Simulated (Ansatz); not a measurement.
**What DFT gives for Zn$_{3}$Ga$_{2}$S$_{2}$**

```
CELL_PARAMETERS angstrom
0.00000 -2.97087 4.26720
2.51641 -1.57915 -4.26720
2.85533 1.57915 4.26720
ATOMIC_POSITIONS crystal
Ga 0.00000 0.00000 0.00000
Zn 0.00000 0.50000 0.50000
Zn 0.50000 0.00000 0.50000
Zn 0.00000 0.00000 0.50000
S 0.72100 0.27900 0.83700
S 0.27900 0.72100 0.16300
Ga 0.50000 0.50000 0.50000
```

Single point in Ansatz 0.2.0 with LDA, no spin polarisation. Cutoff 420 eV, PAW datasets, 8×8×8 Γ-centred k mesh, fermi-dirac filling (width 0.1234 eV).

Q: How is the charge shared?

A: Bader charges in e: Zn +0.37, Ga +0.13 to +0.23, S -0.73. In the mean Zn gives up most and S takes most.

Q: What does the stress say?

A: The pressure is 21.8 GPa (compression positive), so with the atoms held at these fractions the cell would first expand; the forces are large, so a full relaxation may end otherwise.

Q: What do density and ELF say about some of the short contacts?

A: Zn–S at 2.12 Å: least valence density 0.71 e/Å³ and ELF 0.37 there. Ga–Zn at 2.60 Å: least valence density 0.29 e/Å³ and ELF 0.40 there. Ga–S at 2.95 Å: least valence density 0.16 e/Å³ and ELF 0.21 there. These are pseudo-fields; inside the PAW spheres they differ from the all-electron ones.

Q: Metal or insulator?

A: It is a metal, with about 2.4 states/eV a cell as the mean within 0.25 eV of the Fermi level, mostly Ga p (46 %) and S p (30 %).

Q: Is it stable against the elements?

A: 0.23 eV an atom against the elements' usual phases (free molecules for gases, crystals otherwise, with no correction for O₂ or N₂), so at this geometry it isn't bound against them. Relaxing would lower it.

Origin: a known structure type with other elements, at an estimated volume, so it need not be a known compound. Caveats: many states at the Fermi level without spin polarisation, so a magnetic state may lie lower; atoms or cell far from equilibrium.
